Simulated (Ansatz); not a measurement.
YPO4 in space group I4_1/amd (No. 141; Y on 4a, P on 4b, O on 16h), the program Ansatz at the r²SCAN level (PAW), all energies at zero smearing, with the estimated change up to a 700 eV cutoff added, with one set of potentials and settings (totals compare only within such a set). Cell of 12 atoms (2 Y, 2 P, 8 O): -13805.338 eV.

| element | reference phase | E (eV/atom) |
|---|---|---|
| Y | P6_3/mmc, 2 atoms in the cell | -3859.7073 |
| P | Cmce, 4 atoms in the cell | -759.1646 |
| O | C2/m, 4 atoms in the cell, spin-polarised | -566.0281 |

Formation energy per atom, worked out: (-13805.338 − 2×(-3859.7073) − 2×(-759.1646) − 8×(-566.0281))/12 = -3.281 eV/atom (-317 kJ per mol of atoms), at 0 K, without zero-point energy or fitted corrections.

The first step of the workflow began from a Materials Project structure, measured or hypothetical; the Crystallography Open Database files this formula in space group No. 141, but the cells were not matched. Whether it is the stable phase at ambient conditions was not checked. The cell was relaxed with r²SCAN under the symmetry of its start; its stability against distortions is not shown here. No spin polarisation was allowed. The references are the lowest solids computed at this level, not always the standard phases (solids in place of the gases).

Potentials: the later of the program's two PAW sets.
